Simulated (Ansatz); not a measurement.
Starting cell, SnSe2 (CdI2 type):

```
CELL_PARAMETERS angstrom
      7.65139     0.00000     0.00000
     -1.91285     3.31315     0.00000
      0.00000     0.00000     6.22880
ATOMIC_POSITIONS crystal
  Sn 0.00000 0.00000 0.00000
  Sn 0.50000 0.00000 0.00000
  Se 0.16667 0.66667 0.25298
  Se 0.66667 0.66667 0.25298
  Se 0.33333 0.33333 0.74702
  Se 0.83333 0.33333 0.74702
```

In this cell atom 1 (Sn, nearest neighbour Se at 2.713 Å; its periodic images, 3.8 Å or more away, move with it) is moved by s along Cartesian x, unit vector (1.000, 0.000, 0.000); all other atoms and the cell stay fixed.

All values below come from r2SCAN+rVV10 (plane waves to 500 eV, PAW, scalar-relativistic; Ansatz, a first-principles code). k mesh 4×8×5 (Γ-centred), Fermi-Dirac smearing 0.05 eV. Energies are smeared free energies. SnSe2 was relaxed with its symmetry unable to fall. The PAW data are Ansatz's earlier set. ΔE is measured from the undisplaced structure.

```
s (Å)   ΔE (meV/cell)
------  -------------
-0.270            345
-0.216            220
-0.162       withheld
-0.108             54
-0.054             14
0.000               0
0.054              14
0.108              54
0.162        withheld
0.216             220
0.270             345
```

Task: Fit an even polynomial form (powers 2, 4) to the given rows and predict ΔE at s = 0.162.

Result: Least squares on the 9 given rows: ΔE = (4667)·s² + (917.1)·s⁴, in meV/cell with s in Å; root-mean-square residual 0.3 meV/cell. At 0.162 the fit gives 123 meV/cell; the calculation gives 123 meV/cell, the same to the digits shown. The quadratic term alone would give 122 meV/cell.

(A displaced cell: forces are minus the slopes of the energy, force constants its curvatures, and phonons follow from these.)
